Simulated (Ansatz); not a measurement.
**³⁷Cl nuclear quadrupole resonance in Li17Cl5O6**

Cell: a computed structure from the Materials Project (it need not be an observed phase), atoms as given.

Space group Pm (No. 6); a = 5.5792, b = 3.8364, c = 16.7433 Å, β = 93.16°.

| site | Wyckoff | site symmetry | x | y | z |
| --- | --- | --- | --- | --- | --- |
| Li1 | 1b | m | 0.2666 | 0.5000 | 0.9098 |
| Li2 | 1b | m | 0.2405 | 0.5000 | 0.5669 |
| Li3 | 1b | m | 0.3334 | 0.5000 | 0.2407 |
| Li4 | 1b | m | 0.7172 | 0.5000 | 0.7528 |
| Li5 | 1b | m | 0.6789 | 0.5000 | 0.4354 |
| Li6 | 1b | m | 0.7714 | 0.5000 | 0.0829 |
| Li7 | 1b | m | 0.2073 | 0.5000 | 0.7416 |
| Li8 | 1b | m | 0.2734 | 0.5000 | 0.0779 |
| Li9 | 1b | m | 0.7565 | 0.5000 | 0.9164 |
| Li10 | 1b | m | 0.7295 | 0.5000 | 0.5942 |
| Li11 | 1b | m | 0.8010 | 0.5000 | 0.2493 |
| Li12 | 1a | m | 0.9908 | 0.0000 | 0.8286 |
| Li13 | 1a | m | 0.9736 | 0.0000 | 0.5036 |
| Li14 | 1a | m | 0.0418 | 0.0000 | 0.1590 |
| Li15 | 1a | m | 0.5152 | 0.0000 | 0.9965 |
| Li16 | 1a | m | 0.4602 | 0.0000 | 0.6640 |
| Li17 | 1a | m | 0.5263 | 0.0000 | 0.3431 |
| Cl18 | 1a | m | 0.4915 | 0.0000 | 0.8363 |
| Cl19 | 1a | m | 0.4415 | 0.0000 | 0.4933 |
| Cl20 | 1a | m | 0.5384 | 0.0000 | 0.1612 |
| Cl21 | 1a | m | 0.0144 | 0.0000 | 0.0095 |
| Cl22 | 1a | m | 0.9601 | 0.0000 | 0.6776 |
| O23 | 1b | m | 0.9905 | 0.5000 | 0.8362 |
| O24 | 1b | m | 0.9370 | 0.5000 | 0.5103 |
| O25 | 1b | m | 0.0442 | 0.5000 | 0.1738 |
| O26 | 1b | m | 0.5152 | 0.5000 | 0.9983 |
| O27 | 1b | m | 0.4629 | 0.5000 | 0.6658 |
| O28 | 1b | m | 0.5705 | 0.5000 | 0.3249 |

One atom of each set is listed.

Level of theory: DFT, PBE, plane waves and PAW, scalar-relativistic, 420 eV cutoff, Γ-centred 4×6×2 k-points, Fermi–Dirac smearing 0.02 eV (Ansatz 0.2.0).

³⁷Cl: I = 3/2, Q = -63.93 mb (year-2017 value). Static lattice, zero field.

(1) Predict the zero-field ³⁷Cl lines of each site.

(2) And for ³⁵Cl (I = 3/2, Q = -81.12 mb) on Cl19?

## Answers

(1) For I = 3/2 there is one line, ν = (|C_Q|/2)(1 + η²/3)^½.

```tsv
site	atoms	V_zz (10²¹ V/m²)	C_Q (MHz)	η	line frequencies (MHz)
Cl18	1	-0.34	0.533	0.51	0.277
Cl19	1	4.01	-6.19	0.39	3.17
Cl20	1	-1.61	2.48	0.29	1.26
Cl21	1	-0.34	0.528	0.49	0.274
Cl22	1	-0.84	1.29	0.97	0.742
```

(2) C_Q scales with Q to -7.86 MHz, with lines at 4.03 MHz.
